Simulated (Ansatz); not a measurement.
ZrGeSe (space group P4/nmm)

```xyz
6
Lattice="3.6827 0.0000 0.0000 0.0000 3.6827 0.0000 0.0000 0.0000 8.2580" Properties=species:S:1:pos:R:3 pbc="T T T"
Zr     0.0000     1.8414     6.0849
Zr     1.8414     0.0000     2.1731
Ge     0.0000     0.0000     0.0000
Ge     1.8414     1.8414     0.0000
Se     1.8414     0.0000     5.1206
Se     0.0000     1.8414     3.1374
```

The slice is a (001) plane (indices of the conventional cell) through the point (0.000, 0.000, 0.000) (fractional), spanned by u = [100] and v = [010] in vectors of this cell: u (3.68 Å) and v (3.68 Å, at 90° to u). It covers one period; positions are fractions (u, v).

All values below come from PBEsol (plane waves to 420 eV, PAW, scalar-relativistic; Ansatz, a quantum-chemistry and plane-wave program). k mesh 13×13×6. These are valence fields of a PAW run, semicore shells included where kept as valence: close to a nucleus they are smooth pseudo fields. ZrGeSe is run without spin polarisation. ZrGeSe was relaxed with its symmetry unable to fall.

The ELF has a maximum in the middle third of the Ge–Ge line. Where, and how high?

0.54, 1.3 Å from Ge.

What is the valence density on the shortest Ge–Ge line in this plane (2.60 Å), at its midpoint?

0.35 e/Å³.

Predict the map of the electron localisation function (ELF) on the slice.


```
v \ u  0.00  0.15  0.30  0.45  0.60  0.75  0.90
-----  ----  ----  ----  ----  ----  ----  ----
0.90      x  0.27  0.42  0.27  0.32  0.39  0.13
0.80   0.32  0.39  0.52  0.39  0.42  0.50  0.36
0.70   0.38  0.48  0.44  0.33  0.36  0.50  0.42
0.60   0.26  0.40  0.36     x  0.13  0.39  0.32
0.50   0.16  0.35  0.32     x     x  0.36  0.26
0.40   0.26  0.40  0.36     x  0.13  0.39  0.32
0.30   0.38  0.48  0.44  0.33  0.36  0.50  0.42
0.20   0.32  0.39  0.52  0.39  0.42  0.50  0.36
0.10      x  0.27  0.42  0.27  0.32  0.39  0.13
0.00      x  0.15  0.38  0.18  0.26  0.36     x
```

Values: electron localisation function (ELF). Points within 0.5 Å of a nucleus are blanked (x), as the pseudised field means little there.
